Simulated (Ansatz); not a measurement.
A geometry of SnO2 away from equilibrium: step 26 of the relaxation of a generated trial cell of SnO2 in the AFLOW prototype A2B_oP12_62_2c_c (C37, as in Co2Si). These are r2SCAN (plane waves to 500 eV, PAW, scalar-relativistic; Ansatz, an electronic-structure program) values and carry that method's errors. Γ-centred k-mesh 4×5×3 on the run's cell (coarser than for final values), Fermi–Dirac smearing 0.05 eV.

```xyz
12
Lattice="4.0630 0.0000 0.0000 0.0000 4.0501 0.0000 0.0000 0.0000 9.6701" Properties=species:S:1:pos:R:3 pbc="T T T"
O      2.0316     1.0125     8.8440
O      0.0001     1.0125     5.6612
O      2.0314     3.0376     0.8261
O      4.0629     3.0376     4.0089
O      0.0001     1.0125     1.5902
O      2.0316     1.0125     3.2449
O      4.0629     3.0376     8.0799
O      2.0314     3.0376     6.4252
Sn     2.0316     1.0125     1.2105
Sn     0.0001     1.0125     3.6245
Sn     2.0314     3.0376     8.4596
Sn     4.0629     3.0376     6.0456
```

**Question.** Which atoms carry the largest force, and which way does it point?

**Answer.** 0.02 eV/Å, on O1, O2, O3, O4 (atoms numbered as listed); on O1 its components are (0.00, 0.00, 0.02).

**Question.** What is the pressure?

**Answer.** +3.0 GPa, compression positive.

**Question.** How far above the relaxed end point is this geometry?

**Answer.** 0.02 eV/atom; the path ends in I4₁/amd (No. 141) (anatase type).

No spin polarisation in the result.

The run could not lose the symmetry of its start.

The first start was generated by placing the elements on the sites of a structure type. Materials Project lists a structure of SnO2 in the same space group, I4₁/amd (No. 141); the sites were not compared with it, nor with measured phases. Known forms of SnO2 include space group No. 136.
